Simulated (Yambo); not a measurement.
```
CELL_PARAMETERS angstrom
      4.29231     0.00000     0.00000
     -2.14616     3.71725     0.00000
      0.00000     0.00000     7.05545
ATOMIC_POSITIONS crystal
  P  0.66667 0.33333 0.75947
  P  0.33333 0.66667 0.24053
  Ca 0.00000 0.00000 0.00000
  Cd 0.33333 0.66667 0.63811
  Cd 0.66667 0.33333 0.36189
```

CaCd2P2 (space group P-3m1, No. 164): mean Im ε in 1 eV windows above the direct gap of 1.43 eV, for different electron-hole kernels (Yambo, broadening 0.15 eV, PBEsol (Quantum ESPRESSO, PseudoDojo norm-conserving, 102 Ry, with spin-orbit coupling) bands; 6×6×2 mesh, 10 valence and 18 conduction bands, static screening with 142 bands and a 3 Ry block, scissor 0.70 eV, Tamm-Dancoff; field along x).

```
window (eV)  independent quasiparticles  RPA (no attraction)  BSE
-----------  --------------------------  -------------------  ---
1.4 to 2.4                          7.4                  7.3  7.8
2.4 to 3.4                           11                  8.8   15
3.4 to 4.4                           18                   15   17
4.4 to 5.4                           13                   11  9.6
```

This run doesn't resolve bound excitons or single peaks, so only averages are given, and they too depend on the mesh; weight that the attraction moves below the gap isn't listed. All transitions below 5.57 eV are in the band window. The scissor comes from a G0W0 run whose convergence isn't established.

Geometry of the Materials Project entry, not relaxed at this level.
